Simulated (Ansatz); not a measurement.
How many states can DFT+U reach in RbVF3 (Pm-3m)?

Level of theory: LDA+U, U_eff = 4.0 eV (Dudarev form) on V d, fully localised double counting, scalar-relativistic datasets, 420 eV, PAW set soft_2 (made for PBE), 5×5×5 mesh, Gaussian smearing of 0.05 eV; plane-wave PAW code Ansatz.

```
CELL_PARAMETERS angstrom
4.18200 0.00000 0.00000
0.00000 4.18200 0.00000
0.00000 0.00000 4.18200
ATOMIC_POSITIONS crystal
Rb 0.00000 0.00000 0.00000
V 0.50000 0.50000 0.50000
F 0.50000 0.50000 0.00000
F 0.00000 0.50000 0.50000
F 0.50000 0.00000 0.50000
```

The structure is that of a cell as deposited in COD, unrelaxed.

Cell and atoms stay fixed, and the cell was started in 11 ways, without spin–orbit coupling. The starts were built for 3 d electrons on V, a formal count that the converged states needn't keep. Starting moments of the plain starts: V2 3.00 μB (atoms counted from 1).

Energies count from the lowest free state found; constrained states (a lock kept on the moments, or spin off) can lie above or below free ones. A natural orbital (eigenvector of a shell's occupation matrix) is counted as filled above 0.75 (0.9 in a metal) and as partly filled from 0.35 up to that; ↑ and ↓ are the spin channels.

| state | reached from | ΔE (meV/atom) | gap (eV) | P (GPa) | cell spin moment (μB) | site spin moments (μB) | shell filling | Hubbard energy (eV/cell) | flags |
| --- | --- | --- | --- | --- | --- | --- | --- | --- | --- |
| 1 | from atoms, symmetry kept, no search; natural orbitals of the symmetric run, filled by rank; random orbitals: single harmonics, high spin (draw 6); 4 more | 0.0 | 2.79 | -3.8 | 3.00 | V 2.25 | V 3↑ 0↓, 3.50 e | 0.94 | – |
| 2 | random orbitals: single harmonics, high spin (draw 1); random orbitals: pairs of harmonics, high spin (draw 8); random orbitals: pairs of harmonics, high spin (draw 3) | 265.7 | 0.42 | 2.0 | 3.00 | V 2.28 | V 3↑ 0↓, 3.43 e | 0.87 | occupations loosely converged |
| 3 | random orbitals: single harmonics, lower spin (2+1 electrons) (draw 4) | 466.6 | metal | 1.7 | 1.02 | V 0.71 | V 2↑ 1↓, 3.43 e | 0.92 | mesh too coarse for this metal |

The lowest free state (state 1) has 3 d electrons in filled orbitals, 3 of them unpaired, the high-spin filling, a gap of 2.79 eV and a whole-number cell moment of 3 μB, as a collinear insulator must have. Its natural occupations are V2 spin up: 0.11 0.11 1.00 1.00 1.00; V2 spin down: 0.04 0.04 0.04 0.09 0.09. Since all bands are wholly filled or empty, the fractional occupations (0.09, 0.11) come from mixing of the shell with the neighbours' orbitals (covalency), not from partly filled bands. The Hubbard potential on a natural orbital is U(½ − λ), so on V2 an orbital at λ = 1.00 is pushed 3.5 eV below one at λ = 0.11 of the same spin (U × 0.89). The gap is 2.79 eV; it is smaller, since bands have width and a band edge can belong to other orbitals than these. The crystal field splits d orbitals too, which this count leaves out.

State 2 lies 265.7 meV/atom higher, or 1.33 eV per cell. It has 3 d electrons in filled orbitals, 3 of them unpaired, the high-spin filling, a gap of 0.42 eV and a whole-number cell moment of 3 μB, as a collinear insulator must have; natural occupations V2 spin up: 0.05 0.12 0.99 1.00 1.00; V2 spin down: 0.03 0.03 0.04 0.09 0.09. Both fill the same number of orbitals in each spin, so they differ in which orbitals are filled. With J = 0 the Hubbard energy is (U/2) Σ λ(1 − λ), a penalty on fractional natural occupations. The sums Σ λ(1 − λ) over the cell's shells are 0.47 for state 1 and 0.43 for state 2, which at U/2 = 2.00 eV give 0.94 and 0.87 eV per cell. The two differ by 0.08 eV, within U times the program's tolerance on the occupations (0.02), so the Hubbard term itself makes little of the difference of 1.33 eV per cell, though U shapes both states.

State 3 lies 466.6 meV/atom higher, or 2.33 eV per cell. It has no gap on the mesh (a metal); natural occupations V2 spin up: 0.04 0.10 0.10 1.00 1.00; V2 spin down: 0.04 0.04 0.04 0.10 0.97. On V2, N↑ − N↓ is 1.04 in size in state 3 against 2.92 in state 1: with fewer parallel spins, state 3 lacks part of the exchange energy behind Hund's first rule. Its Hubbard energy is 0.92 eV per cell, against 0.94 eV in state 1. Of the difference of 2.33 eV per cell, the Hubbard term gives -0.02 eV and all other terms 2.35 eV, so the Hubbard term itself makes little of it, though U shapes both states.

With one V ion in the cell, V moments can't oppose each other.

In the lowest free state the fixed cell carries a pressure of -3.8 GPa (the cell is larger than this level of theory would relax to); relaxing would change energies and could change the order of close states.

Other starts might reach a lower state still. For metallic states the mesh is coarse, so energy differences carry some meV/atom. U is one value of a scan, not fitted to this compound, so the states needn't resemble the real material's. Where a metal has almost no states within the smearing of the Fermi level on this mesh, its moment and stress follow whole counts of k-points and would move on a finer mesh. Gaps are Kohn–Sham gaps over the k-mesh alone and may be smaller between its points. Site moments are integrated in small spheres and here fall short of the shell's N↑ − N↓.
